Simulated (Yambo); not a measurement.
BSE-type run in Yambo on RbCaH₃ (cubic perovskite, space group Pm-3m, No. 221), at zero momentum.

Quantum ESPRESSO step (PBEsol, PseudoDojo standard norm-conserving files, fully relativistic):
```
&CONTROL
  calculation = 'nscf'
  pseudo_dir = './pseudo'
  outdir = './out'
/
&SYSTEM
  ibrav = 0
  nat = 5
  ntyp = 3
  ecutwfc = 72.0
  ecutrho = 288.0
  occupations = 'fixed'
  force_symmorphic = .true.
  nbnd = 94
  noncolin = .true.
  lspinorb = .true.
/
&ELECTRONS
  conv_thr = 5e-09
  diago_full_acc = .true.
  diago_thr_init = 1e-08
/
ATOMIC_SPECIES
H 1.0080 H.upf
Ca 40.0780 Ca.upf
Rb 85.4678 Rb.upf
CELL_PARAMETERS angstrom
  4.520970000000   0.000000000000   0.000000000000
  0.000000000000   4.520970000000   0.000000000000
  0.000000000000   0.000000000000   4.520970000000
ATOMIC_POSITIONS crystal
H   0.500000000000   0.000000000000   0.500000000000
H   0.000000000000   0.500000000000   0.500000000000
H   0.500000000000   0.500000000000   0.000000000000
Ca   0.500000000000   0.500000000000   0.500000000000
Rb   0.000000000000   0.000000000000   0.000000000000
K_POINTS automatic
4 4 4 0 0 0
```

Yambo input:
```
rim_cut
optics
bse
bss
dipoles
em1s
RandQpts= 1000000
RandGvec= 1 Ry
FFTGvecs= 40 Ry
Chimod= "HARTREE"
BSKmod= "SEX"
BSEmod= "resonant"
BSSmod= "hs"
BSENGexx= 15 Ry
BSENGBlk= 3 Ry
% BSEQptR
 1 | 1 |
%
% BSEBands
 17 | 44 |
%
% BEnRange
 0.0 | 11.1 | eV
%
% BDmRange
 0.15 | 0.15 | eV
%
BEnSteps= 222
% BLongDir
 1.0 | 0.0 | 0.0 |
%
BSHayTrs= -0.02
BSSNEig= 48
WRbsWF
% BndsRnXs
 1 | 90 |
%
NGsBlkXs= 3 Ry
% LongDrXs
 1.0 | 1.0 | 1.0 |
%
```

From the report:

The dimension is k points × valence × conduction bands = 64 × 6 × 22 = 8448.
```
  [SLEPC] Approach                          : Krylov-Schur
  [SLEPC] Number of requested eigenvalues   :   48
  [SLEPC] Number of eigenvalues        [NEV]:   48
   [K] Dimension                                    :   8448
   [K] Bands                                        :   17   44
   [K] Exchange res                                 : yes
   [K] Correlation res                              : yes
   [K] W interaction is bare                        : no
   [K] RL vectors exchange                          :   691
   [K] RL vectors correlation                       :   81
   [W] Matrix size                                  :   81
   [W] Bands                                        :    1   90
   [W] Coulomb Cutoff                               : none
   [W] Hxc Kernel                                   : HARTREE
```

Geometry of the Materials Project entry, not relaxed at this level.
